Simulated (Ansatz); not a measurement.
Data:

YTaN3:
```cif
data_N3TaY
_chemical_formula_sum 'Y1 Ta1 N3'
_space_group_name_H-M_alt 'P 1'
_space_group_IT_number 1
_cell_length_a 4.01473
_cell_length_b 4.01473
_cell_length_c 4.01473
_cell_angle_alpha 90.000
_cell_angle_beta 90.000
_cell_angle_gamma 90.000
loop_
_space_group_symop_operation_xyz
  'x, y, z'
loop_
_atom_site_label
_atom_site_type_symbol
_atom_site_fract_x
_atom_site_fract_y
_atom_site_fract_z
_atom_site_occupancy
Y1 Y 0.00000 0.00000 0.00000 1
Ta1 Ta 0.50000 0.50000 0.50000 1
N1 N 0.50000 0.50000 0.00000 1
N2 N 0.50000 0.00000 0.50000 1
N3 N 0.00000 0.50000 0.50000 1
```

This is the PBEsol-relaxed structure.

### Question
All from DFT-PBEsol in the program Ansatz with PAW potentials, unless another level is named. Estimate the Poisson's ratio.

### Answer
0.31.

### Question
Next, the highest zone-centre frequency?

### Answer
731 cm⁻¹.

### Question
Predict the elastic constants (relaxed ions, GPa).

### Answer
C11 = 467, C12 = 96.3, C44 = 57.5.

Space group Pm-3m (cubic perovskite). The start of the workflow was typed in or built on a structure type; neither database checked (COD, Materials Project) lists it. Its standing as an ambient phase is unchecked. The PBEsol relaxation kept the symmetry of its start. At this level the phase is dynamically unstable (imaginary phonons). No spin polarisation was allowed. With an odd number of electrons in the cell and no spin polarisation, the count alone makes it a metal. As this level gives no gap, shear constants depend on the k-mesh and smearing (Fermi–Dirac, 0.1 eV here). As this level gives no gap, phonon frequencies hold no LO–TO term and depend on the k-mesh and smearing (Fermi–Dirac, 0.1 eV here). Spin–orbit coupling is left out wherever it is not named.

Potentials: the later of the program's two PAW sets.
